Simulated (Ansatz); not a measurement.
TePt (CsCl type, Pm-3m), plane-wave PAW r²SCAN (Ansatz code), all energies at zero smearing, with the estimated change up to a 700 eV cutoff added, with one set of potentials and settings (totals compare only within such a set). Cell of 2 atoms (1 Pt, 1 Te): -19532.625 eV.

| element | reference phase | E (eV/atom) |
|---|---|---|
| Pt | Fm-3m, 1 atoms in the cell | -12538.2501 |
| Te | P3_121, 3 atoms in the cell | -6994.9041 |

Formation energy per atom, worked out: (-19532.625 − 1×(-12538.2501) − 1×(-6994.9041))/2 = 0.265 eV/atom (26 kJ per mol of atoms), at 0 K, without zero-point energy or fitted corrections.

The start of the workflow was typed in or built on a structure type; neither database checked (COD, Materials Project) lists it. COD files the formula under space group No. 166, 194, so this cell is another polymorph or a model. Its standing as an ambient phase is unchecked. Symmetry was held in the r²SCAN relaxation; its stability against distortions is not shown here. No spin polarisation was allowed. Its formation energy is positive at this level, so the cell may be metastable or incomplete. The references are the lowest solids computed at this level, not always the standard phases. Scalar-relativistic: spin–orbit coupling is off unless named, which matters more the heavier the elements.

Potentials: the earlier of the program's two PAW sets.
